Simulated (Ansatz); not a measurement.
## Energy landscape of SnO

5 relaxations of SnO ended in 4 distinct structures. The numbers are results of PBEsol-D3(BJ) (plane waves to 420 eV, PAW, scalar-relativistic; Ansatz, an electronic-structure program), not measurements.

```csv
#,space group,Pearson,type,E − E(lowest) (eV/atom),V (Å³/atom),"gap (eV, no SOC)",runs ending here
1,P4/nmm,tP4,–,0.00,16.20,0.00,2
2,Cmcm,oS8,–,0.10,19.14,0.47,1
3,Pnma,oP8,–,0.11,16.79,1.07,1
4,I4/mmm,tI8,–,0.15,23.28,1.96,1
```

P4/nmm, tP4 is the lowest among the structures calculated here.

```cif
data_O2Sn2
_chemical_formula_sum 'Sn2 O2'
_space_group_name_H-M_alt 'P4/nmm :1'
_space_group_IT_number 129
_space_group_name_Hall 'P 4ab 2ab -1ab'
_cell_length_a 3.77005
_cell_length_b 3.77005
_cell_length_c 4.56002
_cell_angle_alpha 90.000
_cell_angle_beta 90.000
_cell_angle_gamma 90.000
loop_
_space_group_symop_operation_xyz
  'x, y, z'
  '-y+1/2, x+1/2, z'
  '-x, -y, z'
  'y+1/2, -x+1/2, z'
  'x+1/2, -y+1/2, -z'
  '-y, -x, -z'
  '-x+1/2, y+1/2, -z'
  'y, x, -z'
  '-x+1/2, -y+1/2, -z'
  'y, -x, -z'
  'x+1/2, y+1/2, -z'
  '-y, x, -z'
  '-x, y, z'
  'y+1/2, x+1/2, z'
  'x, -y, z'
  '-y+1/2, -x+1/2, z'
loop_
_atom_site_label
_atom_site_type_symbol
_atom_site_symmetry_multiplicity
_atom_site_Wyckoff_symbol
_atom_site_fract_x
_atom_site_fract_y
_atom_site_fract_z
_atom_site_occupancy
Sn1 Sn 2 c 0.50000 0.00000 0.25347 1
O1 O 2 a 0.00000 0.00000 0.00000 1
```

Each run could gain symmetry but not lose that of its start, so entries can be saddle points. From databases, or of a type measured for this composition: P4/nmm, tP4; the others are generated cells (placed on structure types, drawn at random, substituted or restacked) that were not matched to a known phase here. Static energies at zero pressure. No spin polarisation in the result.
